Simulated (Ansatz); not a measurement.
# A vibration from a frozen displacement in ZrS

Theory: Ansatz 0.2.0, DFT PBEsol, scalar-relativistic, plane waves, PAW. Settings: plane waves to 420 eV, k-mesh 16×16×16 (Γ-centred), Gaussian smearing 0.15 eV. No spin polarisation. Energies are free energies at this smearing, counted from the undisturbed cell; pressure is positive in compression.

Zero of the scan (as given, not relaxed at this level; it stands at -6.5 GPa, and it needn't be the usual structure):

```
Zr S
1.0
     0.00000    2.62500    2.62500
     2.62500    0.00000    2.62500
     2.62500    2.62500    0.00000
Zr S
1 1
Cartesian
  0.0000 0.0000 0.0000
  2.6250 2.6250 2.6250
```

Every Zr atom is moved by x along the Cartesian unit vector (0.000, 0.000, -1.000); the cell and all other atoms stay fixed. The cell's volume is 36.18 Å³; the moved atoms weigh 91.224 u together and the others 32.060 u. Some rows repeat others by symmetry and weren't run.

| x (Å) | ΔE (meV/cell) | total force on the moved atoms along the move (eV/Å) | pressure (GPa) |
| --- | --- | --- | --- |
| -0.5000 | 1118.05 | 6.7136 | 10.9976 |
| -0.4375 | 755.60 | 4.9583 | 6.3715 |
| -0.3750 | 490.34 | 3.5821 | 2.6489 |
| -0.3125 | 302.36 | 2.4811 | -0.3073 |
| -0.2500 | 173.33 | 1.6891 | -2.6171 |
| -0.1875 | 88.10 | 1.0640 | -4.3384 |
| -0.1250 | 36.20 | 0.6201 | -5.5294 |
| -0.0625 | 8.55 | 0.2783 | -6.2311 |
| 0.0000 | 0.00 | 0.0000 | -6.4613 |
| 0.0625 | 8.55 | -0.2783 | -6.2311 |
| 0.1250 | 36.20 | -0.6201 | -5.5294 |
| 0.1875 | 88.10 | -1.0640 | -4.3384 |
| 0.2500 | 173.33 | -1.6891 | -2.6171 |
| 0.3125 | 302.36 | -2.4811 | -0.3073 |
| 0.3750 | 490.34 | -3.5821 | 2.6489 |
| 0.4375 | 755.60 | -4.9583 | 6.3715 |
| 0.5000 | 1118.05 | -6.7136 | 10.9976 |

What frequency belongs to this motion?

The force constant is k = −dF/dx = 4.453 eV/Å², from the parabola through x = -0.0625, 0 and 0.0625. In every cell the moved atoms swing against the rest, so the mass is μ = m₁m₂/(m₁ + m₂) = 23.723 u, and ν̃ = 521.5 cm⁻¹ × √(|k|/μ) = 226 cm⁻¹, at this cell's pressure of -6.5 GPa. To first order in x, and within 1 %, the force on every atom lies along the move and, within each of the two groups, in proportion to the atom's mass, so this is itself a mode at the zone centre of this cell.

How far does the harmonic law reach?

At x = -0.500 Å, kx²/2 = 556.60 meV against the computed 1118.05 meV (+100.9 %): the well stiffens in this direction at large amplitude.

The pressure changes with x². What does that say about the frequency under compression?

With E = k(V)x²/2, k ∝ V^(−2γ) and x scaling with the cell as V^(1/3), P − P0 = −∂E/∂V = (2γ − 2/3) ΔE/V. At x = 0.1250 Å, V(P − P0) = 36.18 × 0.93195 / 160.2 eV = 210.43 meV and ΔE = 36.20 meV, so γ = 1/3 + V(P − P0)/(2ΔE) = 3.24. This is the Grüneisen parameter of the motion under uniform scaling of the cell: shrinking the cell evenly by 1 % in volume raises the frequency by about 3.24 %.

In a metal these slopes depend on the k mesh and the smearing.